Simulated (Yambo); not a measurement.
Yambo run on NH4Br (space group P4/nmm, No. 129). The wavefunctions come from this Quantum ESPRESSO step (PBEsol, PseudoDojo standard norm-conserving files, scalar-relativistic):

```
&CONTROL
  calculation = 'nscf'
  pseudo_dir = './pseudo'
  outdir = './out'
/
&SYSTEM
  ibrav = 0
  nat = 12
  ntyp = 3
  ecutwfc = 84.0
  ecutrho = 336.0
  occupations = 'fixed'
  force_symmorphic = .true.
  nbnd = 240
/
&ELECTRONS
  conv_thr = 1.2000000000000002e-08
  diago_full_acc = .true.
  diago_thr_init = 1e-08
/
ATOMIC_SPECIES
H 1.0080 H.upf
N 14.0070 N.upf
Br 79.9040 Br.upf
CELL_PARAMETERS angstrom
  5.714870000000   0.000000000000   0.000000000000
  0.000000000000   5.714870000000   0.000000000000
  0.000000000000   0.000000000000   4.106730000000
ATOMIC_POSITIONS crystal
H   0.000000000000   0.852200000000   0.854750000000
H   0.647800000000   0.500000000000   0.854750000000
H   0.000000000000   0.147800000000   0.854750000000
H   0.352200000000   0.500000000000   0.854750000000
H   0.500000000000   0.647800000000   0.145250000000
H   0.147800000000   0.000000000000   0.145250000000
H   0.500000000000   0.352200000000   0.145250000000
H   0.852200000000   0.000000000000   0.145250000000
N   0.000000000000   0.000000000000   0.000000000000
N   0.500000000000   0.500000000000   0.000000000000
Br   0.000000000000   0.500000000000   0.541670000000
Br   0.500000000000   0.000000000000   0.458330000000
K_POINTS automatic
2 2 4 0 0 0
```

Yambo input:

```
rim_cut
gw0
dyson
el_el_corr
HF_and_locXC
ppa
em1d
RandQpts= 1000000
RandGvec= 1 Ry
EXXRLvcs= 84 Ry
VXCRLvcs= 336 Ry
Chimod= "HARTREE"
% BndsRnXp
 1 | 239 |
%
NGsBlkXp= 8 Ry
% LongDrXp
 1.0 | 1.0 | 1.0 |
%
PPAPntXp= 27.2114 eV
% GbndRnge
 1 | 239 |
%
GTermKind= "BG"
DysSolver= "n"
ExtendOut
% QPkrange
 1 | 1 | 16 | 17 |
 4 | 4 | 16 | 17 |
 6 | 6 | 16 | 17 |
 7 | 7 | 16 | 17 |
 9 | 9 | 16 | 17 |
%
```

k points by index: 1 = Γ, 4 = X, 6 = R, 7 = M, 9 = A.

The o-*.qp file then holds:

```
#    K-point    Band    Eo [eV]    E [eV]    E-Eo [eV]    Vxc [eV]    Vnlxc [eV]    Sc|Eo [eV]    Sc|E [eV]    dSc/dw|Eo [eV]    Re(Z)    Im(Z)
#
    1    16    0.000000    -1.612200    -1.612200    -12.77148    -16.48397    1.741494    2.100289    -6.055486    0.817971    -0.001237
    1    17    4.232525    5.040317    0.807792    -8.959009    -4.782890    -3.231157    -3.368327    -4.620193    0.854854    -0.998526E-3
    4    16    -0.060353    -1.666307    -1.605954    -12.77889    -16.49683    1.754924    2.111983    -6.049616    0.818115    -0.001239
    4    17    6.025615    6.961385    0.935771    -9.503795    -5.040918    -3.361596    -3.527105    -4.812393    0.849723    -0.955415E-3
    6    16    -0.499365    -2.127478    -1.628112    -12.66520    -16.46276    1.807816    2.169456    -6.043878    0.818256    -0.001120
    6    17    6.705997    7.662225    0.956229    -9.122484    -4.577326    -3.422184    -3.588929    -4.744536    0.851528    -0.001015
    7    16    -0.121956    -1.735389    -1.613434    -12.64301    -16.37049    1.755576    2.114044    -6.045339    0.818220    -0.001241
    7    17    7.001040    8.003212    1.002172    -9.151827    -4.560481    -3.414236    -3.589174    -4.749744    0.851390    -0.537449E-3
    9    16    -0.052007    -1.651696    -1.599689    -12.78185    -16.45737    1.720943    2.075831    -6.036379    0.818441    -0.001244
    9    17    5.889862    6.746826    0.856964    -8.683308    -4.393226    -3.287555    -3.433118    -4.621568    0.854817    -0.994973E-3
```
(The two width columns are left out.) Convergence of these settings isn't established.

Spin-orbit coupling is not included.

Geometry of the Materials Project entry, not relaxed at this level.

The distance between layers or molecules is the database entry's, not relaxed here. Functionals without dispersion can leave it too large, which widens gaps and weakens the response across layers: the numbers belong to this cell.
